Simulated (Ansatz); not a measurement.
## Relaxing MnPt

All numbers below come from DFT PBEsol, scalar-relativistic, plane waves, PAW in Ansatz. Run with 420 eV cutoff, 14×14×12 k-mesh, Gaussian smearing of 0.10 eV, collinear spin.

What was changed: biaxial strain in the a-b plane, c and atoms relaxed: -3.0 %.

Spin-orbit coupling is left out, which matters for the bands and energies of heavy elements.

Input:

```yaml
crystal:
  lattice:
    - [2.7902172663, 0.0, 0.0]
    - [0.0, 2.7902172663, 0.0]
    - [0.0, 0.0, 3.5498659932]
  atoms:
    - { symbol: Mn, position: [0.0, 0.0, 0.0], spin: 4.12 }
    - { symbol: Pt, position: [0.5, 0.5, 0.5], spin: 0.49 }
basis:
  ecutwfc: 420
kpoints:
  mp_grid: { grid: [14, 14, 12] }
hamiltonian:
  xc: pbesol
scf:
  occupations: { method: gaussian, width: 0.1 }
output:
  forces: true
  stress: true
  eigenvalues: true
  populations: true
magnetization:
  spin_polarized: true
relax:
  adjacent_minimum: "off"
  f_tol: 0.008
  max_steps: 40
  cell: { stress_tol: 0.015, fix: [a, b, gamma] }
```

F is the free energy. Steps run on the plane waves of an earlier cell, but the last one, and at times one on the way, on a freshly chosen basis, so a repeated geometry can differ a little in energy. The held parts of the cell keep their stress, so P needn't end at zero.

Steps:

```tsv
step	F − F(1) (eV)	largest force component (eV/Å)	V (Å³/atom)	P (GPa)
1	0.0000	0.000	13.818	6.78
2	-0.0086	0.000	14.110	2.28
3	-0.0087	0.000	14.090	2.58
4	-0.0087	0.000	14.088	2.60
5	-0.0089	0.000	14.088	2.60
```

Relaxed structure:

```cif
data_structure
_symmetry_space_group_name_H-M 'P 1'
_symmetry_Int_Tables_number 1
_cell_length_a 2.7902
_cell_length_b 2.7902
_cell_length_c 3.6192
_cell_angle_alpha 90.000
_cell_angle_beta 90.000
_cell_angle_gamma 90.000
_cell_volume 28.18
loop_
_atom_site_label
_atom_site_type_symbol
_atom_site_fract_x
_atom_site_fract_y
_atom_site_fract_z
_atom_site_occupancy
Mn1 Mn 0.00000 0.00000 0.00000 1
Pt1 Pt 0.50000 0.50000 0.50000 1
```

Symmetry: P4/mmm, No. 123, tetragonal system. The conventional cell has a = 2.790 Å, b = 2.790 Å, c = 3.619 Å, α = 90.00°, β = 90.00°, γ = 90.00°. Mn (site symmetry 4/mmm) is surrounded by 8 Pt at 2.68 Å and 4 Mn at 2.79 Å. Around Pt (site symmetry 4/mmm) lie 8 Mn at 2.68 Å and 4 Pt at 2.79 Å.

The run converged. The run took of the order of 70 core-seconds.